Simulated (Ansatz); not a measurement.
A generator proposed this cell of TeF.

```
CELL_PARAMETERS angstrom
0.00000 3.67534 3.67534
3.67534 0.00000 3.67534
3.67534 3.67534 0.00000
ATOMIC_POSITIONS crystal
Te 0.75000 0.75000 0.75000
Te 0.50000 0.50000 0.50000
F 0.25000 0.25000 0.25000
F 0.00000 0.00000 0.00000
```

Computed with Ansatz 0.2.0, DFT PBE, scalar-relativistic, plane waves, PAW. Settings: cutoff 420 eV, Γ-centred mesh 4×4×4 on the computed 4-atom cell, Gaussian smearing of 0.10 eV; no spin polarisation.

Energies over the elements count from the elements' standard structures at the same level (F₂ as a molecule), with no fitted energy shifts.

Question: Estimate its pressure, forces and energy as it stands.

Answer: The pressure is -11.5 GPa (it wants to contract), the largest force is 0.00 eV/Å (symmetry fixes the atoms), and the energy is −0.55 eV/atom against the elements. The shortest distance is 3.18 Å.

Question: How much does it gain on relaxing, and where does it end?

Answer: Relaxing gains about 0.28 eV/atom (the start's value is from the coarse mesh, so the gain is rough) in 8 ionic steps and ends at −0.83 eV/atom on the finer mesh. The symmetry stays Fd-3m (No. 227). The volume per atom shrinks by 24.8 %, from 24.8 to 18.7 Å³. The shortest distance goes from 3.18 Å (Te–F, F–F and Te–Te) to 2.89 Å (Te–F, F–F and Te–Te). Conventional cell: a = 6.684 Å. Around Te lie 4 F at 2.89 Å, 4 Te at 2.89 Å and 6 F at 3.34 Å; F is surrounded by 4 F at 2.89 Å, 4 Te at 2.89 Å and 6 Te at 3.34 Å (long contacts).

The last run used a 12×12×12 mesh for its 4-atom cell and Gaussian smearing of 0.10 eV. These runs have no spin–orbit coupling, which can matter for Te. The reference form of Te is held partly by dispersion forces, which this level lacks. The relaxation can't lower the symmetry of the start. A structure relaxed within its symmetry needn't be a true minimum.
